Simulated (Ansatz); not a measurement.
# Calculated ¹⁷O NMR of the central transition for Cd5B3O9F

Cell: a refined structure from the COD whose atoms were relaxed with PBE, the cell held.

```cif
data_Cd5B3O9F
_symmetry_space_group_name_H-M 'Cm'
_symmetry_Int_Tables_number 8
_cell_length_a 8.0570
_cell_length_b 15.9660
_cell_length_c 3.4470
_cell_angle_alpha 90.000
_cell_angle_beta 100.060
_cell_angle_gamma 90.000
loop_
_atom_site_label
_atom_site_type_symbol
_atom_site_symmetry_multiplicity
_atom_site_Wyckoff_symbol
_atom_site_fract_x
_atom_site_fract_y
_atom_site_fract_z
Cd1 Cd 2 a 0.7537 0.0000 0.2101
Cd2 Cd 4 b 0.1463 0.8813 0.9254
Cd4 Cd 4 b 0.5248 0.8234 0.5826
B6 B 4 b 0.3436 0.6969 0.1661
B8 B 2 a 0.4029 0.0000 0.5339
O9 O 4 b 0.3318 0.7725 0.9696
O11 O 4 b 0.3167 0.9246 0.4878
O13 O 4 b 0.7046 0.1445 0.1497
O15 O 2 a 0.5755 0.0000 0.6286
O16 O 4 b 0.5002 0.6741 0.3728
F F 2 a 0.9596 0.0000 0.8153
```

One atom of each set is listed; the run and its k-mesh use a cell of 18 atoms with edges of 8.94, 8.94, 3.45 Å.

All values are calculated (Ansatz; DFT, PBE, plane waves and PAW, scalar-relativistic, 420 eV cutoff, Γ-centred 3×3×6 k-points, Fermi–Dirac smearing 0.02 eV), not measured.

¹⁷O has I = 5/2 and Q = -25.58 mb (Pyykkö 2018); at 9.4 T its Larmor frequency is ν₀ = 54.3 MHz. Only the quadrupole interaction is simulated: positions count from each site's isotropic chemical shift, and J coupling is left out, as are shift anisotropy and dipolar coupling, which fast spinning averages.

Q: What does the ¹⁷O spectrum (fast magic-angle spinning) show for each site?

A: 

```csv
site,first shell,C_Q (MHz),η,P_Q (MHz),δ_QIS (ppm),breadth (kHz)
O9,"1 B at 1.38 Å, 3 Cd at 2.28–2.53 Å; also 1 Cd at 3.01 Å",3.05,0.93,3.46,-24.4,2.93
O11,"1 B at 1.38 Å, 3 Cd at 2.28–2.32 Å",2.86,0.69,3.07,-19.2,2.40
O13,"1 B at 1.39 Å, 3 Cd at 2.28–2.34 Å",2.27,0.96,2.60,-13.7,1.64
O15,"1 B at 1.37 Å, 2 Cd at 2.21–2.25 Å; also 2 Cd at 2.85 Å",5.20,0.46,5.38,-59.0,7.43
O16,"1 B at 1.38 Å, 3 Cd at 2.24–2.49 Å",4.49,0.37,4.59,-42.9,5.38
```

δ_QIS = −(ν_Q²/30ν₀²)[I(I+1) − 3/4](1 + η²/3) × 10⁶ ppm with ν_Q = 3|C_Q|/[2I(2I−1)]; it falls as 1/B₀² in ppm, and the breadth as 1/B₀ in kHz.

At O15 V_zz stands upright on the plane through its three neighbours (within 1°).

Without spin–orbit coupling (the program notes it for Cd) the gradients are little affected as a rule: paired runs on crystals with a gap mostly move them by under 2 % at such atoms.
